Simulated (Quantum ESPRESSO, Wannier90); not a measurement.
## CsPbBr3 (cubic perovskite), plane waves to Wannier functions

```
begin unit_cell_cart
ang
    5.9486300000    0.0000000000    0.0000000000
    0.0000000000    5.9486300000    0.0000000000
    0.0000000000    0.0000000000    5.9486300000
end unit_cell_cart
begin atoms_frac
Cs   0.0000000000  0.0000000000  0.0000000000
Pb   0.5000000000  0.5000000000  0.5000000000
Br   0.5000000000  0.5000000000  0.0000000000
Br   0.0000000000  0.5000000000  0.5000000000
Br   0.5000000000  0.0000000000  0.5000000000
end atoms_frac
```

Cell from Materials Project (mp-600089), symmetrised, no further relaxation. COD (Crystallography Open Database) records the formula in this space group. Ideal cubic forms of this type are often high-temperature phases that distort on cooling; symmetry holds the cell here, and its stability was not tested. Level: PBEsol, spinors with spin-orbit coupling; pw.x of Quantum ESPRESSO at 45 Ry with PseudoDojo potentials, 4×4×4 k-points, Wannier90. Density: 6×6×6 mesh, Gaussian smearing 0.01 Ry.

Bands 13-18 form an isolated set from -14.57 to -13.87 eV relative to the valence-band maximum (on the path) and are turned into 6 Wannier functions by minimising the spread from the start: atomic waves Br 4s.

Centres (Cartesian, Å; one of the equivalent choices) and spreads:

```csv
n,x,y,z,spread (Å²),nearest atom
1,2.974,2.974,0.000,1.406,Br3
2,2.974,2.974,0.000,1.406,Br3
3,0.000,2.974,2.974,1.406,Br4
4,0.000,2.974,2.974,1.406,Br4
5,2.974,0.000,2.974,1.406,Br5
6,2.974,0.000,2.974,1.406,Br5
```

Ω_I = 8.43 Å², Ω_total = 8.44 Å²; the interpolated bands follow pw.x to 0.1 meV rms on the path. Only this start was tried; a symmetric start can stop on a saddle, and mixtures of these functions could lower the total by at most Ω_total − Ω_I.
